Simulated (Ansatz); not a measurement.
Polymorphs of ZnSe, each relaxed with PBE in the plane-wave PAW code Ansatz:

A: P-6m2
a = 3.7427 Å, b = 3.7427 Å, c = 3.3282 Å, α = 90.00°, β = 90.00°, γ = 120.00°

| atom | site | symmetry | x | y | z |
|---|---|---|---|---|---|
| Zn | 1a | -6m2 | 0.0000 | 0.0000 | 0.0000 |
| Se | 1f | -6m2 | 0.6667 | 0.3333 | 0.5000 |

B: zinc blende (F-43m)
a = b = c = 5.7326 Å, α = β = γ = 90.00°

```json
[
 {"atom": "Zn", "site": "4a", "symmetry": "-43m", "x": "0.0000", "y": "0.0000", "z": "0.0000"},
 {"atom": "Se", "site": "4d", "symmetry": "-43m", "x": "0.7500", "y": "0.7500", "z": "0.7500"}
]
```

Task: Rank these by energy per atom at 0 K (lowest first), as PBE gives it.

Result: B (+0 meV/atom), A (+521 meV/atom)

Task: Give each one's gap.

Result: A no gap; B 1.15 eV.

Constructed cells (a structure type filled with these elements, in neither database checked): A. Not the usual ambient phase: A. All cells were relaxed under the symmetry of their starts (and spin orders); stability against distortions was not tested throughout. Spin–orbit coupling is left out wherever it is not named.

Energies hold the estimated change up to a 700 eV cutoff; steps of a few meV lie near the error of the meshes.

Potentials: the earlier of the program's two PAW sets.
